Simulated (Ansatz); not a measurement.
TiAl$_{3}$:
```xyz
4
Lattice="-1.9226 1.9226 4.3111 1.9226 -1.9226 4.3111 1.9226 1.9226 -4.3111" Properties=species:S:1:pos:R:3 pbc="T T T"
Ti     0.0000     0.0000     0.0000
Al     0.0000     0.0000     4.3111
Al     0.0000     1.9226     2.1555
Al     1.9226     0.0000     2.1555
```

Relaxed with PBE. Special points in fractions of this cell's reciprocal vectors: Γ (0.000, 0.000, 0.000); X (0.000, 0.000, 0.500); P (0.250, 0.250, 0.250); N (0.000, 0.500, 0.000); M (0.500, 0.500, -0.500); S (0.300, 0.700, -0.300); S0 (-0.300, 0.300, 0.300); R (-0.099, 0.099, 0.500); G (0.500, 0.500, -0.099).

Problem. List the band energies nearest the Fermi level at these points for plane-wave PAW PBE (Ansatz code).

Solution. In eV from the Fermi level; about four levels below and three above (degenerate sets whole), none deeper than 8.9 eV; points with the same levels are listed once.

```tsv
k	below	above
Γ	-2.61 -1.37 -1.21 -1.21	0.82 1.71 1.71
X	-3.72 -2.69 -2.20 -0.97	1.74 1.92 2.66
P	-4.21 -1.81 -1.81 -1.17	0.85 1.74 1.92
N	-3.57 -2.96 -1.04 -0.25	0.50 1.78 2.06
M	-1.97 -0.92 -0.92 -0.23	0.70 0.70 0.94
S	-5.53 -1.06 -0.74 -0.61	0.57 1.58 2.08
R	-3.59 -2.20 -1.36 -0.85	1.67 1.87 2.17
```

Space group I4/mmm. The PBE relaxation kept the symmetry of its start. The run is not spin-polarised.

Potentials: the later of the program's two PAW sets.
